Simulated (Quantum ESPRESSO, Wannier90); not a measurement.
# Wannierisation of Zn$_{2}$SeS (R3m)

```
CELL_PARAMETERS angstrom
     -1.95375     3.38399     0.00000
     -3.90750     0.00000     0.00000
     -1.95375     1.12800     6.38365
ATOMIC_POSITIONS crystal
  Zn 0.99626 0.99626 0.01121
  Zn 0.50363 0.50363 0.48911
  Se 0.37548 0.37548 0.87356
  S  0.87465 0.87465 0.37604
```

Cell from Materials Project (mp-1215446), symmetrised, no further relaxation. Not found in the COD (Crystallography Open Database) copy used; not checked further. Computed values, not measurements, from PBEsol: Quantum ESPRESSO (norm-conserving PseudoDojo potentials, cutoff 69 Ry, spinors with spin-orbit coupling) on a Γ-centred 4×4×4 mesh, then Wannier90. Density: 10×10×10 mesh, cold smearing 0.01 Ry.

Valence charges of the files: Zn 20, Se 16, S 6. 106 bands were computed.

Isolated groups of bands, relative to the valence-band maximum (bands from 63 on overlap up to the last one computed):

```json
[
 {"bands": "1–4", "from (eV)": "-125.13", "to (eV)": "-124.99", "filling": "filled", "weight on atomic waves": "Zn 3s 100 %"},
 {"bands": "5–8", "from (eV)": "-81.50", "to (eV)": "-81.37", "filling": "filled", "weight on atomic waves": "Zn 3p 100 %"},
 {"bands": "9–16", "from (eV)": "-78.44", "to (eV)": "-78.30", "filling": "filled", "weight on atomic waves": "Zn 3p 100 %"},
 {"bands": "17–20", "from (eV)": "-47.52", "to (eV)": "-47.51", "filling": "filled", "weight on atomic waves": "Se 3d 100 %"},
 {"bands": "21–26", "from (eV)": "-46.63", "to (eV)": "-46.61", "filling": "filled", "weight on atomic waves": "Se 3d 100 %"},
 {"bands": "27–30", "from (eV)": "-13.52", "to (eV)": "-12.33", "filling": "filled", "weight on atomic waves": "Se 4s 43 %, S 3s 42 %, Zn 4s 10 %"},
 {"bands": "31–50", "from (eV)": "-6.93", "to (eV)": "-5.87", "filling": "filled", "weight on atomic waves": "Zn 3d 93 %"},
 {"bands": "51–62", "from (eV)": "-5.62", "to (eV)": "0.00", "filling": "filled", "weight on atomic waves": "Se 4p 39 %, S 3p 38 %, Zn 3d 9 %"}
]
```

Wanted is a model with the orbitals Zn s p, Se s p, S s p, without the filled groups that are mainly made of other shells (semicore states, and anion s where it isn't named); all higher bands stay in for disentanglement.

Task: Give num_wann, exclude_bands and num_bands, and the number of electrons that the model holds.

Result: Electrons: 2×20 + 1×16 + 1×6 = 62, which fill 62 bands.
num_wann = 2 × (2×4 + 1×4 + 1×4) = 32.
exclude_bands = 1-26,31-50, 46 bands, so num_bands = 106 − 46 = 60.
The model holds 62 − 1×46 = 16 electrons. With the window frozen to 2.76 eV it follows pw.x to 17 meV rms (states up to 2.3 eV relative to the valence-band maximum).
